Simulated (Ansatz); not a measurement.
## HfPbO3: pressure against volume

HfPbO3, Pm-3m, a = 4.132 Å. The structure is a Materials Project entry; whether it is the stable form wasn't checked. Ansatz: r2SCAN, PAW, 500 eV, Γ-centred 6×6×6 mesh on 5 atoms, Gaussian smearing 0.02 eV; no spin polarisation. Symmetry fixes shape and atoms, so the cell is only scaled; pressure is positive in compression.

| V (Å³/atom) | P (GPa) |
| --- | --- |
| 12.419 | 30.04 |
| 12.843 | 20.61 |
| 13.266 | 12.59 |
| 13.689 | ? |
| 14.113 | -0.04 |
| 14.536 | -4.99 |
| 14.960 | -9.21 |
| 15.524 | -13.88 |

**Question.** Take V0 = 14.113 Å³/atom, count pressures from its P0 = -0.04 GPa, fit the third-order Birch–Murnaghan form to the other rows, and predict the missing pressure.

**Answer.** With the Eulerian strain f = ½[(V0/V)^(2/3) − 1] and y = (P − P0)/[3f(1 + 2f)^(5/2)], the form is the line y = B0 + 1.5 B0 (B0′ − 4) f. Rows (f, y): 0.04449, 182.1; 0.03244, 181.3; 0.02106, 180.3; -0.00975, 177.8; -0.01906, 176.7; -0.03078, 175.7. Means f = 0.006400, y = 178.98; Σ(Δf)² = 0.004635, ΣΔfΔy = 0.3977; the slope is their ratio. y = 178.4 + 85.79 f GPa, so B0 = 178.4 GPa and B0′ = 4 + 2 × (85.79)/(3 × 178.4) = 4.32. At V = 13.689, f = 0.01027, y = 179.28 and P = 5.77 GPa. The run gave 5.77 GPa, the same to the digits shown.

Spin–orbit coupling is left out, which can shift energies with elements as heavy as these.

Symmetry holds off the tilts and polar distortions that many cubic perovskites undergo.

Cost: 8 runs of about 2.8 core-minutes in all, on Intel Xeon Processor @ 2.50GHz (Skylake/Cascade Lake) (shared hosts).